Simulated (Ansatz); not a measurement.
# Zone-centre phonons of TaSi2: input and output

Level of theory: DFT LDA, scalar-relativistic, plane waves, PAW in Ansatz.

Launched with:
```bash
ansatz run input.yaml --threads 4 --pin off --max-ram 12288MiB --backend cpu --events-out ev --progress --plain --runs-dir out
```

Input (bare energies are in eV):
```yaml
crystal:
  lattice:
    - [4.7300777262, 0.0, 0.0]
    - [-2.3650388631, 4.0963674728, 0.0]
    - [0.0, 0.0, 6.5251732889]
  atoms:
    - { symbol: Ta, position: [0.5, 0.0, 0.0] }
    - { symbol: Ta, position: [0.5, 0.5, 0.6666666667] }
    - { symbol: Ta, position: [0.0, 0.5, 0.3333333333] }
    - { symbol: Si, position: [0.1598341593, 0.3196683186, 0.0] }
    - { symbol: Si, position: [0.8401658407, 0.1598341593, 0.6666666667] }
    - { symbol: Si, position: [0.6803316814, 0.8401658407, 0.3333333333] }
    - { symbol: Si, position: [0.8401658407, 0.6803316814, 0.0] }
    - { symbol: Si, position: [0.1598341593, 0.8401658407, 0.6666666667] }
    - { symbol: Si, position: [0.3196683186, 0.1598341593, 0.3333333333] }
basis:
  ecutwfc: 420
kpoints:
  mp_grid: { grid: [12, 12, 6] }
hamiltonian:
  xc: lda
scf:
  occupations: { method: fermi_dirac, width: 0.15 }
output:
  eigenvalues: true
phonons:
  method: dfpt
  eigenvectors: true
```

The end of the output:
```
--- Phonons (Γ-DFPT): 6 representative perturbations + reference, on 242 of 864 k-points (Σ response iterations 18) ---
  k mesh reduced under 2 symmetry operations, with k and −k counted as one. Each operation leaves every solved displacement unchanged or reverses it
  ASR residual: 4.361e-4 → 0.000e0 eV/Å²; symmetrization residual: 1.045e-6 eV/Å²
  ASR residual per site (eV/Å²): 4.36e-4 4.17e-4 4.17e-4 3.14e-5 2.62e-5 2.62e-5 3.14e-5 2.62e-5 2.62e-5
  Γ frequencies (cm⁻¹): 0.00 0.00 0.00 108.16 149.76 149.76 155.90 155.90 167.03 230.00 230.00 235.53 254.76 265.52 265.52 300.00 300.56 300.56 348.64 348.64 365.18 365.18 366.05 375.47 379.18 412.84 412.84
  non-analytic LO–TO correction: not included (Born effective charges unavailable; polar crystals: no LO–TO splitting at Γ)
```

Time: 7.1 min on 4 threads of Intel(R) Xeon(R) Processor @ 2.50GHz (Skylake/Cascade Lake), with other jobs on the host, peak memory 4 GiB.

In a metal, frequencies and elastic constants depend on the k mesh and the smearing, soft modes and shear constants most. Spin–orbit coupling is left out, which can shift energies with elements as heavy as these.